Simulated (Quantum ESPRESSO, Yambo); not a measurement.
LuIO (space group P4/nmm, No. 129). Cell and atoms were relaxed with PBE+D3(BJ) from Materials Project entry mp-973585, within its symmetry. Chain: PBEsol (pw.x of Quantum ESPRESSO, ONCV potentials, no spin-orbit coupling); G0W0 in Yambo (4×4×1 Γ-centred k mesh, bands 3 to 212 and a 7 Ry block in the screening, 212 bands in G with the Bruneval-Gonze terminator, plasmon pole fitted at 27.2 eV); BSE (6×6×2 mesh, 20 valence and 10 conduction bands, static screening with 89 bands and a 3 Ry block, scissor 1.38 eV, Tamm-Dancoff).

```yaml
PBEsol gap (dense path): 3.16 eV
PBEsol gap (0, 0.25, 0) → M on the GW mesh: 3.20 eV
PBEsol smallest direct gap on the GW mesh, at Γ: 3.36 eV
G0W0 direct gap at that point: 4.74 eV
G0W0 correction to the gap (0, 0.25, 0) → M: 1.25 eV
lowest_exciton: no binding energy given (see below)
RPA electronic dielectric constant along x: 5.92 (4×4×2 mesh, PBEsol bands)
```

Rough cost of the Yambo steps against G0W0 for 8 states: BSE within a factor of two, one RPA spectrum about 1/20.

Nearest settings tried, and what they do to the gap: 107 bands in W: -9 meV; 2 Ry block (55 vectors against 283): -475 meV. Not varied: bands in G, mesh. So the settings aren't converged at that level. The k mesh is coarse. The BSE states are vertical excitations (zero momentum); the indirect quasiparticle gap, about 4.41 eV, is smaller than the direct one (4.74 eV on the GW mesh). Convergence of the RPA response with its 4×4×2 mesh was not tested. The lowest state covers only about 1 of the 72 k points, so the mesh doesn't resolve it: its energy and its distance from the direct gap are mesh artefacts. An extended exciton needs a far denser mesh. Axes are Cartesian, with cell vectors (Å) (3.84, 0.00, 0.00), (0.00, 3.84, 0.00), (0.00, 0.00, 9.08).

Without spin-orbit coupling, band edges of such heavy elements can be off by tenths of an eV. The 4f states are in the valence at their DFT position.
